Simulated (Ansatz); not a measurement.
LiNbO₃:
```cif
data_Li2Nb2O6
_chemical_formula_sum 'Li2 Nb2 O6'
_space_group_name_H-M_alt 'P 1'
_space_group_IT_number 1
_cell_length_a 5.61290
_cell_length_b 5.61290
_cell_length_c 5.61290
_cell_angle_alpha 55.294
_cell_angle_beta 55.294
_cell_angle_gamma 55.294
loop_
_space_group_symop_operation_xyz
  'x, y, z'
loop_
_atom_site_label
_atom_site_type_symbol
_atom_site_fract_x
_atom_site_fract_y
_atom_site_fract_z
_atom_site_occupancy
Li1 Li 0.35678 0.35678 0.35678 1
Li2 Li 0.64322 0.64322 0.64322 1
Nb1 Nb 0.14378 0.14378 0.14378 1
Nb2 Nb 0.85622 0.85622 0.85622 1
O1 O 0.21555 0.56173 0.95601 1
O2 O 0.78445 0.43827 0.04399 1
O3 O 0.56173 0.95601 0.21555 1
O4 O 0.43827 0.04399 0.78445 1
O5 O 0.95601 0.21555 0.56173 1
O6 O 0.04399 0.78445 0.43827 1
```

Relaxed with r²SCAN. r²SCAN in the plane-wave PAW code Ansatz gives a gap of 4.42 eV.

Q: What gap does HSE06 give on the same cell (Ansatz, PAW)?

A: 5.50 eV, 1.08 eV more. The hybrid was solved on a coarser mesh and at special points; its gap is the smallest among all of these.

```csv
k,v1 r²SCAN,c1 r²SCAN,v1 HSE06,c1 HSE06
Γ,-0.23,4.87,-0.24,5.99
T,-0.33,4.80,(withheld),(withheld)
L,-0.14,4.46,(withheld),(withheld)
F,-0.07,4.43,-0.07,5.50
S0,-0.27,4.49,(withheld),(withheld)
H0,-0.23,4.52,(withheld),(withheld)
```

Q: Top valence (v1) and lowest conduction level (c1) in eV from each method's valence maximum (which need not be a listed point): supply the withheld HSE06 values.

A: 
- T, v1 HSE06: -0.36
- T, c1 HSE06: 5.93
- S0, v1 HSE06: -0.29
- S0, c1 HSE06: 5.56
- L, v1 HSE06: -0.16
- L, c1 HSE06: 5.54
- H0, v1 HSE06: -0.25
- H0, c1 HSE06: 5.60

Cost on shared cores: the r²SCAN run (SCF on a 7×7×7 mesh, then bands and DOS) very roughly 2.2 core-minutes, the HSE06 run (SCF on 4×4×4, then a few points) roughly 3.0 core-minutes; the tasks are unlike.

Space group R-3. The first step of the workflow began from a Materials Project structure, measured or hypothetical; the Crystallography Open Database files this formula in space group No. 148, but the cells were not matched. It is not the phase usual at ambient conditions (space group No. 161). The cell was relaxed with r²SCAN under the symmetry of its start; whether a distortion lowers the energy is not shown. The run is not spin-polarised. Scalar-relativistic: spin–orbit coupling is off unless named, which matters more the heavier the elements.

Potentials: the later of the program's two PAW sets.
